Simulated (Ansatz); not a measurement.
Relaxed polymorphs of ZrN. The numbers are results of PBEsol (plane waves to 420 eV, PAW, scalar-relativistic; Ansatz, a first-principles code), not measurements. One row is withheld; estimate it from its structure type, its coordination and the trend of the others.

| structure | coordination | E − E(first row) (eV/atom) | V (Å³/atom) |
|---|---|---|---|
| Fm-3m, cF8, rock salt type | N 6 (octahedral), Zr 6 (octahedral) | 0.00 | 11.79 |
| Pm-3m, cP2, CsCl type | N 8 (cubic), Zr 8 (cubic) | 0.89 | 11.06 |
| I4₁md, tI8 | – | 0.44 | 12.05 |
| P-6m2, hP2, AFLOW prototype AB_hP2_187_d_a (B_h, as in WC) | – | [?] | [?] |
| P6₃/mmc, hP8, AFLOW prototype AB_hP8_194_ad_f (B_i, as in TiAs) | – | 0.13 | 12.02 |
| P4/mmm, tP2 | – | 0.85 | 16.24 |
| R3m, hR6, AFLOW prototype AB_hR6_160_b_b (B13, as in NiS) | – | 0.54 | 12.99 |

Some entries are withheld; supply them.


- P-6m2, hP2, AFLOW prototype AB_hP2_187_d_a (B_h, as in WC), E − E(first row) (eV/atom): 0.40
- P-6m2, hP2, AFLOW prototype AB_hP2_187_d_a (B_h, as in WC), V (Å³/atom): 12.07

The withheld cell: P-6m2 (No. 187), hP2, AFLOW prototype AB_hP2_187_d_a (B_h, as in WC); a = b = 3.103 Å, c = 2.893 Å, α = β = 90.00°, γ = 120.00°; Zr 1a (0.000, 0.000, 0.000); N 1f (0.667, 0.333, 0.500). Coordination numbers (neighbours up to the widest gap in distance over summed covalent radii, below 1.35; n+m marks a second, longer set; metal–metal contacts left out).

Probably no minimum, since a slightly shaken restart fell lower: P4/mmm, tP2 (by 0.85 eV/atom, to Fm-3m). Each run could gain symmetry but not lose that of its start, so entries can be saddle points. From databases, or of a type measured for this composition: Fm-3m, cF8, rock salt type; the others are generated cells (placed on structure types, drawn at random, substituted or restacked) that were not matched to a known phase here. Energies are at zero temperature and pressure, without zero-point motion. No spin polarisation in the result.
